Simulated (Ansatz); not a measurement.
TiN (rock salt)

```
CELL_PARAMETERS angstrom
      0.00000     2.12337     2.12337
      2.12337     0.00000     2.12337
      2.12337     2.12337     0.00000
ATOMIC_POSITIONS crystal
  N  0.00000 0.00000 0.00000
  Ti 0.50000 0.50000 0.50000
```

The volume is varied about the relaxed value V₀ at fixed cell shape. Symmetry pins the atoms to their sites.

These are PBE (plane waves to 420 eV, PAW, scalar-relativistic; Ansatz, an electronic-structure program) values and carry that method's errors. k mesh 19×19×19 (Γ-centred), Fermi-Dirac smearing 0.05 eV. E stands for the smeared free energy. The PAW data are Ansatz's earlier set. TiN is run without spin polarisation. TiN was relaxed with its symmetry unable to fall. The zero of ΔE is the relaxed starting cell.

Question: Give the computed ΔE (meV/atom) at V/V₀ = 0.867, 0.893, 0.920, 1.053, 1.133.

Answer: 
| V/V₀ | ΔE (meV/atom) |
|---|---|
| 0.867 | 189 |
| 0.893 | 115 |
| 0.920 | 61 |
| 1.053 | 21 |
| 1.133 | 118 |

(A scan under strain: stresses follow from slopes of the energy per volume, elastic moduli from its curvatures.)
